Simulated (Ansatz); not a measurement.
With plane-wave PAW PBE (Ansatz code), Al in the cubic phase (Fd-3m; Al on 8a, Al on 16d) relaxes to a = 7.483 Å.

Electronic character: metallic (no gap).

An equation-of-state fit gives a bulk modulus of 64.7 GPa.

The start of the workflow was typed in or built on a structure type; neither database checked (COD, Materials Project) lists it. It is not the phase usual at ambient conditions (space group No. 225). Symmetry was held in the PBE relaxation; its stability against distortions is not shown here.

Potentials: the earlier of the program's two PAW sets.
